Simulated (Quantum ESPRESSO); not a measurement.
**Kohn-Sham bands of CaPdF₆ (R-3)**

```
CaPdF6
1.0
   -2.57051     4.45225     0.00000
   -5.14101     0.00000     0.00000
   -2.57051     1.48408     4.89179
Ca Pd F
1 1 6
Cartesian
 -5.14101   2.96816   2.44590
  0.00000   0.00000   0.00000
  0.72505   1.37045  -1.12529
 -0.72505  -1.37045   1.12529
  0.82432  -1.31314  -1.12529
 -0.82432   1.31314   1.12529
 -1.54937  -0.05731  -1.12529
  1.54937   0.05731   1.12529
```

Materials Project entry mp-7922; symmetrised, unrelaxed at this level. COD (Crystallography Open Database) has an entry of this formula and space group (matched by these alone). Method: PBEsol plane waves in Quantum ESPRESSO 7.5 (PseudoDojo norm-conserving files, 68 Ry, no spin polarisation, no spin-orbit coupling), Bloch states on a 4×4×4 mesh through Γ, Wannier90 4.0.1. Density: 8×8×8 mesh, cold smearing 0.01 Ry.

Question: List the Kohn-Sham levels between −8 and 4.3 eV relative to the valence-band maximum at the high-symmetry points, as a band run of pw.x on that density gives them (levels within 2 meV counted together).

Answer: 
```json
[
 {"point": "Γ", "k (reciprocal lattice)": "0.000 0.000 0.000", "levels (eV)": "-5.92 (×2), -4.87, -4.62, -4.60 (×2), -3.47 (×2), -3.37, -2.24, -1.90, -1.81 (×2), -1.62, -1.53 (×2), -1.50 (×2), -0.44, -0.38 (×2), 2.15 (×2)"},
 {"point": "T", "k (reciprocal lattice)": "0.000 0.000 -0.500", "levels (eV)": "-5.78 (×2), -4.68, -4.41 (×2), -4.35, -3.71 (×2), -3.46, -2.47, -2.37, -2.28 (×2), -1.70, -1.60 (×2), -1.37 (×2), -0.21, -0.14 (×2), 2.33 (×2)"},
 {"point": "H_2", "k (reciprocal lattice)": "0.544 0.272 -0.228", "levels (eV)": "-5.96, -5.85, -4.71, -4.56, -4.51, -4.29, -3.58, -3.34, -3.30, -2.35, -2.30, -2.25, -1.95, -1.93, -1.81, -1.57, -1.48, -1.44, -0.28, -0.22, -0.06, 2.16, 2.24"},
 {"point": "H_0", "k (reciprocal lattice)": "0.728 0.456 0.228", "levels (eV)": "-5.96, -5.85, -4.71, -4.56, -4.51, -4.29, -3.58, -3.34, -3.30, -2.35, -2.30, -2.25, -1.95, -1.93, -1.81, -1.57, -1.48, -1.44, -0.28, -0.22, -0.06, 2.16, 2.24"},
 {"point": "L", "k (reciprocal lattice)": "0.500 0.000 0.000", "levels (eV)": "-5.82, -5.77, -4.74, -4.51, -4.35, -4.26, -3.84, -3.57, -3.48, -2.69, -2.38, -2.09, -1.94, -1.79, -1.59, -1.54, -1.44, -1.38, -0.38, -0.21, 0.00, 2.24, 2.34"},
 {"point": "S_0", "k (reciprocal lattice)": "0.728 0.364 0.364", "levels (eV)": "-5.94, -5.86, -4.72, -4.56, -4.47, -4.33, -3.50, -3.44, -3.30, -2.40, -2.34, -2.17, -1.99, -1.94, -1.73, -1.54, -1.51, -1.41, -0.30, -0.23, -0.06, 2.18, 2.23"},
 {"point": "S_2", "k (reciprocal lattice)": "0.636 0.364 0.000", "levels (eV)": "-5.94, -5.86, -4.72, -4.56, -4.47, -4.33, -3.50, -3.44, -3.30, -2.40, -2.34, -2.17, -1.99, -1.94, -1.73, -1.54, -1.51, -1.41, -0.30, -0.23, -0.06, 2.18, 2.23"},
 {"point": "F", "k (reciprocal lattice)": "0.500 0.500 0.000", "levels (eV)": "-5.98, -5.94, -4.85, -4.65, -4.35, -4.26, -3.45, -3.36, -3.22, -2.47, -2.31, -2.14, -1.86, -1.78, -1.68, -1.64, -1.57, -1.47, -0.47, -0.23, -0.02, 2.09, 2.21"}
]
```
